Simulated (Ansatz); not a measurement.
Re:
```
CELL_PARAMETERS angstrom
      2.75768     0.00000     0.00000
     -1.37884     2.38822     0.00000
      0.00000     0.00000     8.89928
ATOMIC_POSITIONS crystal
  Re 0.00000 0.00000 0.00000
  Re 0.00000 0.00000 0.50000
  Re 0.33333 0.66667 0.25000
  Re 0.66667 0.33333 0.75000
```

Relaxed with PBE+D3(BJ). Special points in fractions of this cell's reciprocal vectors: Γ (0.000, 0.000, 0.000); M (0.500, 0.000, 0.000); K (0.333, 0.333, 0.000); A (0.000, 0.000, 0.500); L (0.500, 0.000, 0.500); H (0.333, 0.333, 0.500).

### Question
List the band energies nearest the Fermi level at these points for PBE+D3(BJ) in the plane-wave PAW code Ansatz.

### Answer
In eV from the Fermi level; about four levels below and three above (degenerate sets whole), none deeper than 8.9 eV; points with the same levels are listed once.

```
k                                below                above
-  -----------------------------------  -------------------
Γ              -1.25 -1.25 -1.13 -1.13       0.53 0.64 0.64
M              -2.79 -2.11 -2.06 -0.82       0.30 0.31 1.14
K  -2.24 -2.24 -2.24 -2.21 -0.07 -0.07       1.65 1.65 3.00
A  -1.47 -1.47 -1.47 -1.47 -1.10 -1.10  1.18 1.18 1.18 1.18
L              -1.44 -1.44 -0.67 -0.67  0.29 0.29 2.73 2.73
H              -2.24 -2.24 -0.04 -0.04  1.08 1.08 3.23 3.23
```

Space group P6_3/mmc (dhcp (α-La type)). The first step of the workflow began from a Materials Project structure, measured or hypothetical. Its sites differ from those of the usual phase in this space group: another stacking or structure type. Symmetry was held in the PBE+D3(BJ) relaxation; its stability against distortions is not shown here. The run is not spin-polarised. The pairwise dispersion correction was not fitted to metals. Scalar-relativistic: spin–orbit coupling is off unless named, which matters more the heavier the elements.

Potentials: the earlier of the program's two PAW sets.
